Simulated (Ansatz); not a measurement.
Data:

NiI₂:
```cif
data_I2Ni
_chemical_formula_sum 'Ni1 I2'
_space_group_name_H-M_alt 'P 1'
_space_group_IT_number 1
_cell_length_a 7.08218
_cell_length_b 7.08218
_cell_length_c 7.08218
_cell_angle_alpha 32.298
_cell_angle_beta 32.298
_cell_angle_gamma 32.298
loop_
_space_group_symop_operation_xyz
  'x, y, z'
loop_
_atom_site_label
_atom_site_type_symbol
_atom_site_fract_x
_atom_site_fract_y
_atom_site_fract_z
_atom_site_occupancy
Ni1 Ni 0.00000 0.00000 0.00000 1
I1 I 0.25722 0.25722 0.25722 1
I2 I 0.74278 0.74278 0.74278 1
```
The run is spin-polarised; directions of the spins, atom by atom: ↑ ↑ ↑.

This is the r²SCAN+D4-relaxed structure.

Task: All from plane-wave PAW r²SCAN+D4 (Ansatz code), unless another level is named. Predict the band gap.

Result: 0.98 eV (indirect).

Task: Give the electron effective mass.

Result: 0.75, 1.3, 1.5 mₑ (principal values).

Task: What about the smallest direct gap on the standard path?

Result: 1.23 eV.

Task: Next, the formation energy from the elements (no fitted shifts)?

Result: -0.34 eV/atom.

Task: And the valence-band maximum?

Result: at T.

Space group R-3m. The workflow started from an entry of the Crystallography Open Database (COD). Its standing as an ambient phase is unchecked. The cell was relaxed with r²SCAN+D4 under the symmetry of its start; its stability against distortions is not shown here. Magnetic state: ferromagnetic, the only order run, not a proven ground state. The cell computed holds one magnetic atom, so no antiferromagnetic order was within reach. Other orbital occupations within this spin state were not tried. No Hubbard U is applied. The references are the lowest solids computed at this level, not always the standard phases. Spin–orbit coupling is left out wherever it is not named.

Potentials: the later of the program's two PAW sets.
